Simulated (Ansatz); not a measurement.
## SnPb₃S₄ (Cmmm) at 3 levels of theory

One geometry, relaxed with PBE; plane waves with PAW potentials in Ansatz, scalar-relativistic. No spin polarisation. Gaps are the least over mesh and band path; pressure is positive in compression.

```xyz
8
Lattice="4.2222 -5.9715 0.0000 4.2222 5.9715 0.0000 0.0000 0.0000 4.2228" Properties=species:S:1:pos:R:3 pbc="T T T"
Sn    0.0000    0.0000    2.1114
Pb    2.1111    2.9857    0.0000
Pb    4.2222    0.0000    2.1114
Pb    2.1111   -2.9857    0.0000
S     6.3785    0.0000    0.0000
S     4.2222   -3.0182    2.1114
S     4.2222    3.0182    2.1114
S     2.0660    0.0000    0.0000
```

| level | cutoff (eV) | k mesh | gap (eV) | pressure (GPa) |
| --- | --- | --- | --- | --- |
| PBE | 420 | 6×6×10 | 0.04 | 0.0 |
| r2SCAN | 500 | 6×6×10 | 0.22 | -1.0 |
| LDA | 420 | 6×6×10 | 0 | -4.5 |

Spin-orbit coupling matters for the bands of heavy elements and is left out.

It was reached by relaxing an invented guess, and it needn't be the stable form of this composition.
